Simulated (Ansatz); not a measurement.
# MoS2 with fluorine replacing S: do the settings matter for the field gradients?

This input was run with Ansatz:

```yaml
crystal:
  lattice:
    - [9.507, 0.0, 0.0]
    - [-4.7535, 8.2333035138, 0.0]
    - [0.0, 0.0, 12.324]
  atoms:
    - { symbol: Mo, position: [0.1111111111, 0.2222222222, 0.25] }
    - { symbol: Mo, position: [0.1111111111, 0.5555555556, 0.25] }
    - { symbol: Mo, position: [0.1111111111, 0.8888888889, 0.25] }
    - { symbol: Mo, position: [0.4444444444, 0.2222222222, 0.25] }
    - { symbol: Mo, position: [0.4444444444, 0.5555555556, 0.25] }
    - { symbol: Mo, position: [0.4444444444, 0.8888888889, 0.25] }
    - { symbol: Mo, position: [0.7777777778, 0.2222222222, 0.25] }
    - { symbol: Mo, position: [0.7777777778, 0.5555555556, 0.25] }
    - { symbol: Mo, position: [0.7777777778, 0.8888888889, 0.25] }
    - { symbol: Mo, position: [0.2222222222, 0.1111111111, 0.75] }
    - { symbol: Mo, position: [0.2222222222, 0.4444444444, 0.75] }
    - { symbol: Mo, position: [0.2222222222, 0.7777777778, 0.75] }
    - { symbol: Mo, position: [0.5555555556, 0.1111111111, 0.75] }
    - { symbol: Mo, position: [0.5555555556, 0.4444444444, 0.75] }
    - { symbol: Mo, position: [0.5555555556, 0.7777777778, 0.75] }
    - { symbol: Mo, position: [0.8888888889, 0.1111111111, 0.75] }
    - { symbol: Mo, position: [0.8888888889, 0.4444444444, 0.75] }
    - { symbol: Mo, position: [0.8888888889, 0.7777777778, 0.75] }
    - { symbol: F, position: [0.1111111111, 0.2222222222, 0.623] }
    - { symbol: S, position: [0.1111111111, 0.5555555556, 0.623] }
    - { symbol: S, position: [0.1111111111, 0.8888888889, 0.623] }
    - { symbol: S, position: [0.4444444444, 0.2222222222, 0.623] }
    - { symbol: S, position: [0.4444444444, 0.5555555556, 0.623] }
    - { symbol: S, position: [0.4444444444, 0.8888888889, 0.623] }
    - { symbol: S, position: [0.7777777778, 0.2222222222, 0.623] }
    - { symbol: S, position: [0.7777777778, 0.5555555556, 0.623] }
    - { symbol: S, position: [0.7777777778, 0.8888888889, 0.623] }
    - { symbol: S, position: [0.2222222222, 0.1111111111, 0.123] }
    - { symbol: S, position: [0.2222222222, 0.4444444444, 0.123] }
    - { symbol: S, position: [0.2222222222, 0.7777777778, 0.123] }
    - { symbol: S, position: [0.5555555556, 0.1111111111, 0.123] }
    - { symbol: S, position: [0.5555555556, 0.4444444444, 0.123] }
    - { symbol: S, position: [0.5555555556, 0.7777777778, 0.123] }
    - { symbol: S, position: [0.8888888889, 0.1111111111, 0.123] }
    - { symbol: S, position: [0.8888888889, 0.4444444444, 0.123] }
    - { symbol: S, position: [0.8888888889, 0.7777777778, 0.123] }
    - { symbol: S, position: [0.1111111111, 0.2222222222, 0.877] }
    - { symbol: S, position: [0.1111111111, 0.5555555556, 0.877] }
    - { symbol: S, position: [0.1111111111, 0.8888888889, 0.877] }
    - { symbol: S, position: [0.4444444444, 0.2222222222, 0.877] }
    - { symbol: S, position: [0.4444444444, 0.5555555556, 0.877] }
    - { symbol: S, position: [0.4444444444, 0.8888888889, 0.877] }
    - { symbol: S, position: [0.7777777778, 0.2222222222, 0.877] }
    - { symbol: S, position: [0.7777777778, 0.5555555556, 0.877] }
    - { symbol: S, position: [0.7777777778, 0.8888888889, 0.877] }
    - { symbol: S, position: [0.2222222222, 0.1111111111, 0.377] }
    - { symbol: S, position: [0.2222222222, 0.4444444444, 0.377] }
    - { symbol: S, position: [0.2222222222, 0.7777777778, 0.377] }
    - { symbol: S, position: [0.5555555556, 0.1111111111, 0.377] }
    - { symbol: S, position: [0.5555555556, 0.4444444444, 0.377] }
    - { symbol: S, position: [0.5555555556, 0.7777777778, 0.377] }
    - { symbol: S, position: [0.8888888889, 0.1111111111, 0.377] }
    - { symbol: S, position: [0.8888888889, 0.4444444444, 0.377] }
    - { symbol: S, position: [0.8888888889, 0.7777777778, 0.377] }
total_charge: 1
kpoints:
  mp_grid: { grid: [3, 3, 2] }
scf:
  occupations: { method: gaussian, width: 1.0 }
  max_iter: 80
hamiltonian:
  xc: pbe
  pseudopotentials: { kind: paw }
output:
  forces: true
  stress: true
  populations: true
  efg:
    quadrupole_moments_barn: { Mo: -0.022, S: -0.0694 }
    contact_densities: true
```

```sh
ansatz run input.yaml --threads 4 --pin off --max-ram 8192MiB --backend cpu --events-out ev --progress --plain --runs-dir out
```

It converged. Of its output the block on the nuclei alone is shown, without the SCF iterations, energies, forces and stress (one atom of each set, the first 14 sets):

```
--- PAW observables at the nuclei: V_zz in 10²¹ V/m², potentials from the cell's mean, atoms counted from 1 ---
  atom   1  Mo V_zz =    -7.370105   η = 0.0000   by run symmetry: allowed   C_q = +3.9206 MHz
            electrostatic potential = -6350.931022 V   contact ρ = 595254.639264 e/Å³
  atom   2  Mo V_zz =    -7.398223   η = 0.0033   by run symmetry: allowed   C_q = +3.9355 MHz
            electrostatic potential = -6350.931463 V   contact ρ = 595254.586552 e/Å³
  atom   6  Mo V_zz =    -7.352894   η = 0.0000   by run symmetry: allowed   C_q = +3.9114 MHz
            electrostatic potential = -6350.930295 V   contact ρ = 595254.547668 e/Å³
  atom   8  Mo V_zz =    -7.335215   η = 0.0000   by run symmetry: allowed   C_q = +3.9020 MHz
            electrostatic potential = -6350.930459 V   contact ρ = 595254.556967 e/Å³
  atom  10  Mo V_zz =   +10.339755   η = 0.8808   by run symmetry: allowed   C_q = -5.5003 MHz
            electrostatic potential = -6350.737336 V   contact ρ = 595250.951645 e/Å³
  atom  12  Mo V_zz =    -7.171966   η = 0.0312   by run symmetry: allowed   C_q = +3.8152 MHz
            electrostatic potential = -6350.905174 V   contact ρ = 595254.300864 e/Å³
  atom  14  Mo V_zz =    -7.549960   η = 0.0527   by run symmetry: allowed   C_q = +4.0163 MHz
            electrostatic potential = -6350.898232 V   contact ρ = 595254.711125 e/Å³
  atom  19  F  V_zz =    +1.081063   η = 0.0000   by run symmetry: allowed
            electrostatic potential = -741.754619 V   contact ρ = 3130.296145 e/Å³
  atom  20  S  V_zz =    -4.191194   η = 0.4106   by run symmetry: allowed   C_q = +7.0332 MHz
            electrostatic potential = -1636.456034 V   contact ρ = 19771.542505 e/Å³
  atom  24  S  V_zz =    -4.875083   η = 0.0000   by run symmetry: allowed   C_q = +8.1808 MHz
            electrostatic potential = -1636.442380 V   contact ρ = 19771.618060 e/Å³
  atom  26  S  V_zz =    -4.997601   η = 0.0000   by run symmetry: allowed   C_q = +8.3864 MHz
            electrostatic potential = -1636.441020 V   contact ρ = 19771.684345 e/Å³
  atom  28  S  V_zz =    -4.871663   η = 0.0012   by run symmetry: allowed   C_q = +8.1751 MHz
            electrostatic potential = -1636.476122 V   contact ρ = 19771.556213 e/Å³
  atom  30  S  V_zz =    -4.854419   η = 0.0029   by run symmetry: allowed   C_q = +8.1461 MHz
            electrostatic potential = -1636.476715 V   contact ρ = 19771.566556 e/Å³
  atom  32  S  V_zz =    -4.824910   η = 0.0075   by run symmetry: allowed   C_q = +8.0966 MHz
            electrostatic potential = -1636.474478 V   contact ρ = 19771.553353 e/Å³
```

Question: Can these gradients be trusted, and how do they compare with a run on standard settings?

Answer: No. Against the standard input the change is `scf.occupations`: {method: fermi_dirac, width: 0.01} → {method: gaussian, width: 1.0}; `scf.max_iter`: not typed → 80. A site carries the number of its first atom; V_zz in 10²¹ V/m².

```json
{"site": "Mo6", "atom": "6", "V_zz standard": "-7.35", "η standard": "0.00", "V_zz here": "-7.35", "η here": "0.00"}
{"site": "Mo10", "atom": "10", "V_zz standard": "12.68", "η standard": "0.92", "V_zz here": "10.34", "η here": "0.88"}
{"site": "Mo12", "atom": "12", "V_zz standard": "-7.47", "η standard": "0.19", "V_zz here": "-7.17", "η here": "0.03"}
{"site": "Mo14", "atom": "14", "V_zz standard": "-8.22", "η standard": "0.02", "V_zz here": "-7.55", "η here": "0.05"}
{"site": "F", "atom": "19", "V_zz standard": "1.65", "η standard": "0.00", "V_zz here": "1.08", "η here": "0.00"}
{"site": "S20", "atom": "20", "V_zz standard": "-4.57", "η standard": "0.28", "V_zz here": "-4.19", "η here": "0.41"}
{"site": "S26", "atom": "26", "V_zz standard": "-5.48", "η standard": "0.00", "V_zz here": "-5.00", "η here": "0.00"}
{"site": "S37", "atom": "37", "V_zz standard": "-4.54", "η standard": "0.00", "V_zz here": "-4.12", "η here": "0.00"}
{"site": "S38", "atom": "38", "V_zz standard": "-5.97", "η standard": "0.42", "V_zz here": "-5.25", "η here": "0.33"}
{"site": "S42", "atom": "42", "V_zz standard": "-5.25", "η standard": "0.00", "V_zz here": "-4.69", "η here": "0.00"}
{"site": "S44", "atom": "44", "V_zz standard": "-5.37", "η standard": "0.00", "V_zz here": "-4.90", "η here": "0.00"}
{"site": "S50", "atom": "50", "V_zz standard": "-5.02", "η standard": "0.01", "V_zz here": "-4.85", "η here": "0.01"}
```

The largest change of V_zz is on Mo10, from 12.68 to 10.34. In per cent, |V_zz| changes by -18 to 0 on Mo, -34 on F, -12 to -3 on S (all sites that start above 0.5). Where |V_zz| stays above 0.1, η moves most on Mo12, from 0.19 to 0.03. The table leaves out 9 of the 21 sites, with |V_zz| up to 7.46; their tensors move by 0.43 at most along any direction. The statements above cover all sites. SCF iterations: 14 and 9. The changed input holds a smearing of electronvolts, so its numbers aren't properties of the crystal.

On the reference run: The defect repeats with the cell of 54 atoms, so it feels its images: sites between two images don't show the values beside a lone defect, and zeros or small values of η there can come from the images' arrangement. Mo and S carry a gradient in the pure host already, so the values there aren't the defect's effect alone. A uniform background compensates the cell's charge. Without spin–orbit coupling (the program notes it for Mo) the gradients can shift somewhat, as the gap is small. The neighbours have not yet relaxed around the defect (largest force 2.1 eV/Å), so a real crystal will differ.
